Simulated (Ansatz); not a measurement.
The cell comes from COD entry 1541062, which wasn't checked; take it as a given geometry.

Input and log of a run on Tc: DFT, LDA, all-electron LAPW, scalar-relativistic (Ansatz 0.2.0).

Command: `ansatz run input.yaml --threads 1 --pin off --max-ram 3072MiB --backend cpu --events-out ev --progress --plain --runs-dir out` The run took 50 s on 1 thread of Intel(R) Xeon(R) Platinum 8375C CPU @ 2.90GHz (Ice Lake), on a shared host, peak memory 0.63 GiB.

```yaml
crystal:
  lattice:
    - [2.7400001704, 0.0, 0.0]
    - [-1.3700000852, 2.372909754, 0.0]
    - [0.0, 0.0, 4.398]
  atoms:
    - { symbol: Tc, position: [0.3333333333, 0.6666666667, 0.25] }
    - { symbol: Tc, position: [0.6666666667, 0.3333333333, 0.75] }
kpoints:
  mp_grid: { grid: [17, 17, 9] }
  band_path:
    path:
      - [0.0, 0.0, 0.0]
      - [0.5, 0.0, 0.0]
      - [0.3333333333, 0.3333333333, 0.0]
      - [0.0, 0.0, 0.0]
      - [0.0, 0.0, 0.5]
      - [0.5, 0.0, 0.5]
      - [0.3333333333, 0.3333333333, 0.5]
      - [0.0, 0.0, 0.5]
      - [0.5, 0.0, 0.5]
    npoints: 14
scf:
  occupations: { method: fermi_dirac, width: 0.08 }
hamiltonian:
  xc: lda
  pseudopotentials: { kind: all_electron, lapw: { basis_error: 0.001 } }
output:
  forces: true
  stress: true
  eigenvalues: true
  populations: true
  dos: { projected: true, de: 0.2, e_range: [-14, 8] }
```

What the program printed:

```
Tc: projections on atomic orbitals take those of the free atom 1s2 2s2 2p6 3s2 3p6 3d10 4s2 4p6 4d5 5s2, of charge +0.00 (hamiltonian.pseudopotentials.projection_atoms)
LAPW: plane waves up to 8.269 Å⁻¹, error target 1.0e-3 eV per atom; small_component_spin mean_spin; Tc in spheres of 1.354 Å, 31 of its electrons in bands, Dirac shells []
Engine: ansatz 0.2.0
Pseudopotentials: kind: all_electron
Pseudopotential: Tc, LAPW, valence charge 31, Koelling and Harmon's equation, gaussian nucleus
Functional definition: SPW92
  exchange = slater_x
  correlation = pw_c
Crystal: 2 atoms, lattice volume = 28.595 Å³
Basis set: ecut = 260.52934454178694 eV, 287 PW (Γ), exchange–correlation at level 2
Bands: 38, of which v1, the nominal top of the filled ones, is band 31 counted from 1 (30 counted from 0)
Symmetry: 24 space group operations
Space group: P63/mmc (ITA 194), of the structure as read, at distance tolerance 3.1e-5 Å
k-points: 165 of 2601
Non-local potential: Tc, projectors of the file, none
Initial density: superposition of atomic densities (chi_scale 0.1, normalization cell)
Initial wavefunctions: plane waves of lowest kinetic energy (no species holds an atomic orbital)
Functional: x = slater, c = lda
iter 1 solved again at ethr=1.03e-4 eV; its pass at ethr=1.00e-1 eV (dr2=6.39e-2 eV) is discarded
SCF iter   1: F=—  HF=-233019.870363 eV  |F-HF|=—  |Δ(HF+E_count)|=         —  Δρ=2.19e-2  dr2=6.44e-2  ethr=1.03e-4  ⟨swp⟩=3.0  Hψ=40370  notcnv=0
preconditioner: auto → Kerker (q_TF=auto, 3.104 Å⁻¹)  [metal: Δε(μ)=0.011 eV  Ē_g=8.763 eV  σ=0.080 eV  W_gap=0.03  n_scr=22 (ndim 8)  ℏωp=26.0 eV  f_vac=0.000  D(μ)=1.88/eV (n_scr^D=22)]
SCF iter   2: F=—  HF=-233019.560752 eV  |F-HF|=—  |Δ(HF+E_count)|=   3.10e-1  Δρ=7.97e-3  dr2=1.44e-2  ethr=1.03e-4  ⟨swp⟩=2.6  Hψ=19528  notcnv=0
SCF iter   3: F=—  HF=-233019.554059 eV  |F-HF|=—  |Δ(HF+E_count)|=   6.69e-3  Δρ=5.93e-3  dr2=8.01e-3  ethr=2.32e-5  ⟨swp⟩=2.0  Hψ=18444  notcnv=0
SCF iter   4: F=—  HF=-233019.552427 eV  |F-HF|=—  |Δ(HF+E_count)|=   1.63e-3  Δρ=2.29e-3  dr2=1.39e-3  ethr=1.29e-5  ⟨swp⟩=2.0  Hψ=18444  notcnv=0
iter 5 solved again at ethr=7.52e-8 eV; its pass at ethr=2.23e-6 eV (dr2=4.66e-5 eV) is discarded
SCF iter   5: F=—  HF=-233019.552048 eV  |F-HF|=—  |Δ(HF+E_count)|=   3.79e-4  Δρ=4.11e-4  dr2=4.66e-5  ethr=7.52e-8  ⟨swp⟩=2.0  Hψ=31280  notcnv=0
SCF iter   6: F=—  HF=-233019.552039 eV  |F-HF|=—  |Δ(HF+E_count)|=   9.28e-6  Δρ=8.65e-5  dr2=1.58e-6  ethr=7.52e-8  ⟨swp⟩=2.0  Hψ=18444  notcnv=0
SCF iter   7: F=-233019.552039 eV  HF=-233019.552039 eV  |F-HF|=1.96e-8  |Δ(HF+E_count)|=   1.48e-7  Δρ=1.73e-5  dr2=9.13e-8  ethr=2.55e-9  ⟨swp⟩=2.0  Hψ=18444  notcnv=0
SCF 1 converged in 7 iterations: F = -233019.552039 eV  dr2 = 9.13e-8
NSCF: frozen V_eff on 113 k-points
SCF converged after 7 iterations
Free energy (F): -233019.552039 eV
Harris-Foulkes:  -233019.552039 eV  (|F-HF|=1.96e-8)
Internal energy: -233019.510360 eV  (E = F + TS)
E sigma→0 (E₀):  -233019.531199 eV
Entropy (-TS):   -0.041679 eV (-20.839 meV/atom)
Fermi energy:    24.426264 eV
--- Per-component energies (eV) ---
  E_band       = -9011.401417
  E_kinetic    = 241815.514597
  E_xc         = -6773.383540
  E_electrostatic = -468061.641417  (all electrons and nuclei)
  E_smearing   = -0.041679  (= −TS)
  E_closure    = 0.000000  (closes the sum)
  E_atoms      = -232994.309816  (free atoms, spherical and without spin; not in F)
  Σ components = -233019.552039   (vs F -233019.552039, Δ=0.00e0)
  Basis errors (estimates in eV, not in F): energy 2.0e-4 per atom: plane waves 1.9e-4 (9.5e-5 summed), levels above the bands 2.4e-67, relativity 6.2e-9, radial functions 8.4e-6, core shells 7.2e-8; eigenvalues (radial functions only) 1.7e-6; not estimated: angular momenta, meshes, grids; target (lapw.basis_error) 1.0e-3; muffin-tin radii Tc 1.354 Å
--- Forces (eV/Å), atoms counted from 1 ---
  atom   1  Tc     0.00000000    -0.00000000     0.00000000
  atom   2  Tc     0.00000000     0.00000000     0.00000000
  max |Σ_I F_I| component: 0.00e0 eV/Å
--- Stress (GPa, compression-positive) ---
      -11.119666       0.000000       0.000000
        0.000000     -11.119666       0.000000
        0.000000       0.000000     -12.815294
  P = ⅓ Tr σ = -11.6849 GPa (-116.849 kbar)
--- Band table (eV; the first three rows and the last of 165) ---
  k-point 0: bands = ["-383.8723", "-383.8723", "-383.8723", "-383.8723", "-383.8715", "-383.8715", "-218.6035", "-218.6035", "-218.6035", "-218.6035", "-218.6034", "-218.6034", "-218.6034", "-218.6034", "-218.6024", "-218.6024", "-42.1999", "-41.9562", "-14.8875", "-13.7638", "-13.7638", "-13.5757", "-13.5757", "-13.5386", "17.0903", "18.9857", "22.8727", "22.8727", "22.9318", "23.5927", "23.5927", "24.3095", "24.3095", "26.1205", "26.9846", "26.9846", "35.4541", "38.6701"]
  k-point 1: bands = ["-383.8723", "-383.8723", "-383.8723", "-383.8723", "-383.8715", "-383.8715", "-218.6035", "-218.6035", "-218.6035", "-218.6035", "-218.6034", "-218.6034", "-218.6034", "-218.6034", "-218.6024", "-218.6024", "-42.1927", "-41.9637", "-14.8490", "-13.7582", "-13.7582", "-13.5818", "-13.5814", "-13.5814", "17.2271", "19.0273", "22.8021", "22.8021", "22.8594", "23.5109", "23.5109", "24.4945", "24.4945", "25.7117", "26.9942", "26.9942", "35.9975", "38.3607"]
  k-point 2: bands = ["-383.8723", "-383.8723", "-383.8723", "-383.8723", "-383.8715", "-383.8715", "-218.6035", "-218.6035", "-218.6035", "-218.6035", "-218.6034", "-218.6034", "-218.6034", "-218.6034", "-218.6024", "-218.6024", "-42.1719", "-41.9853", "-14.7376", "-13.7420", "-13.7420", "-13.7051", "-13.5979", "-13.5979", "17.6171", "19.1322", "22.6720", "22.6852", "22.6852", "23.3039", "23.3039", "24.7405", "24.9410", "24.9410", "26.9756", "26.9756", "37.3684", "37.9778"]
  k-point 164: bands = ["-383.8723", "-383.8723", "-383.8723", "-383.8723", "-383.8715", "-383.8715", "-218.6035", "-218.6035", "-218.6035", "-218.6035", "-218.6034", "-218.6034", "-218.6034", "-218.6034", "-218.6024", "-218.6024", "-41.9212", "-41.9184", "-14.6236", "-14.6132", "-14.3465", "-14.2763", "-13.7909", "-13.7785", "20.4139", "20.5502", "21.1153", "21.3305", "22.6256", "22.6867", "24.2615", "24.5516", "27.0271", "27.1350", "33.4049", "33.4467", "36.0301", "36.3535"]
--- Löwdin populations: 2 sites ---
  site symbol       q [e]
     0     Tc     42.8870
     1     Tc     42.8870
  spilling = 0.002627 (of n_electrons = 86.000000)
```
